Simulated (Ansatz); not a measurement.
HfN: zone-centre modes under pressure

HfN, Fm-3m, a = 4.502 Å. Ansatz: PBEsol, PAW, 420 eV, Γ-centred 16×16×16 mesh on 2 atoms, Fermi-Dirac smearing 0.15 eV; no spin polarisation. Cell and atoms are relaxed at each pressure with the symmetry kept; optical modes at Γ by linear response, in cm⁻¹, the highest.

```tsv
P (GPa)	V (Å³/atom)	ω1
0	11.408	501.0
7	11.143	523.9
18	10.783	556.2
35	10.324	?
```

**Question.** Get the mode's Grüneisen parameter γ = −d ln ω/d ln V from the other rows and predict the missing frequency.

**Answer.** ln(V/V0) = 0.0000, -0.0235, -0.0563, -0.0998; a line through ln(ω/ω0) of the 3 known rows gives ω1: γ = 1.854 (intercept 0.0004), predicted 603.1, computed 599.5. The miss is 0.6 %, or 4 % of the shift under pressure, so a constant γ serves at that level. In a metal these frequencies hang on the mesh and smearing.

Spin polarisation was left out, and a magnetic state may lie lower. Spin–orbit coupling is left out, which can shift energies with elements as heavy as these.

Cost: 4 runs of about 1.1 core-minutes in all, on AMD EPYC 9R45 (Zen 5) (shared hosts).